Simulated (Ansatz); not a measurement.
Problem. Name crystals whose computed values (the program Ansatz at the PBE level (PAW)) fall in these windows: B₀ by P(V) fit (GPa) 150 to 210; electron conductivity mass (mₑ) 0.22 to 0.31.

Solution. 

```
crystal                                     B₀ by P(V) fit (GPa)  electron conductivity mass (mₑ)
------------------------------------------  --------------------  -------------------------------
Al3GaN4, P3m1 (Pearson symbol hP8)                           188                             0.26
Ge3N4, P6_3/m (Ge on 6h, N on 2c, N on 6h)                   173                             0.23
AlN, wurtzite                                                193                             0.29
Ga2O3, C2/m (Pearson symbol mS20)                            153                             0.22
MgAl3N3O, Pm (Pearson symbol mP8)                            157                             0.28
```
Others may fit too.

Typed or built starts, not in the databases checked: Al3GaN4, P3m1 (Pearson symbol hP8); MgAl3N3O, Pm (Pearson symbol mP8). All cells were relaxed under the symmetry of their starts (and spin orders); stability against distortions was not tested throughout. Spin–orbit coupling is left out wherever it is not named.

Potentials: the earlier of the program's two PAW sets.
